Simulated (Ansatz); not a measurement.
# Field gradients at the nuclei in BiTe under strain

The cell is an entry of the Crystallography Open Database (COD), relaxed with PBE at fixed cell and then changed (z compressed by 1 %, ions relaxed).

```
Bi Te
1.0
     4.42200    0.00000    0.00000
    -2.21100    3.82956    0.00000
     0.00000    0.00000   23.80950
Bi Te
6 6
Cartesian
  0.0000 0.0000 2.9614
  0.0000 0.0000 20.8481
  0.0000 2.5530 6.9498
  2.2110 1.2765 16.8597
  2.2110 1.2765 11.0642
  0.0000 2.5530 12.7453
  0.0000 2.5530 1.2556
  2.2110 1.2765 22.5539
  2.2110 1.2765 4.9679
  0.0000 2.5530 18.8416
  0.0000 0.0000 8.6757
  0.0000 0.0000 15.1338
```

Atom numbers follow the list; atoms alike are taken as one site, whose name carries the number of the first.

Level of theory: DFT, PBE, plane waves and PAW, scalar-relativistic, 420 eV cutoff, Γ-centred 11×11×2 k-points, Fermi–Dirac smearing 0.05 eV (Ansatz 0.2.0).

Conventions: |V_zz| ≥ |V_yy| ≥ |V_xx|, η = (V_xx − V_yy)/V_zz, C_Q = eQV_zz/h.

²⁰⁹Bi: I = 9/2, Q = -516.0 mb. Quadrupole moments are those of Pyykkö's year-2017 table.

| site | atoms (order as listed) | first shell | V_zz (10²¹ V/m²) | η | C_Q (MHz) |
| --- | --- | --- | --- | --- | --- |
| Bi1 | 1, 2 | 6 Te at 3.07–3.25 Å | 0.57 | 0.00 | -7.09 |
| Bi3 | 3, 4 | 6 Te at 3.08–3.23 Å | 2.37 | 0.00 | -29.5 |
| Bi5 | 5, 6 | 3 Bi at 3.06 Å, 3 Te at 3.50 Å | 6.25 | 0.00 | -77.9 |
| Te7 | 7, 8 | 3 Bi at 3.07 Å, 3 Te at 3.58 Å | -1.27 | 0.00 | – |
| Te9 | 9, 10 | 6 Bi at 3.23–3.25 Å | 7.55 | 0.00 | – |
| Te11 | 11, 12 | 6 Bi at 3.08–3.50 Å | 0.16 | 0.00 | – |

An axis of threefold or higher order runs through Bi1, Bi3, Bi5, Te7, Te9 and Te11, so V_zz lies along it and η is zero.

Te has no stable isotope with a ground-state quadrupole moment in the table, so no C_Q is given.

Spin–orbit coupling is left out, which shifts gradients on Bi by a few per cent in wide-gap crystals, and can shift them far more where the calculated gap is small or absent, as here. With a gap of 0.17 eV under a smearing of 0.05 eV the band edges are partly filled, so small gradients can hang on the smearing and the k-mesh.

The relaxation (3 steps) took 84 s of wall time (4.9 min of CPU time) and 2.1 GiB at its peak, on 4 threads of Intel Xeon Platinum 8259CL CPU @ 2.50GHz (Skylake/Cascade Lake) (x86_64; 16 cores open to the job, memory cap 8.0 GiB, no GPU), a shared host with a load of 0.5 a core.
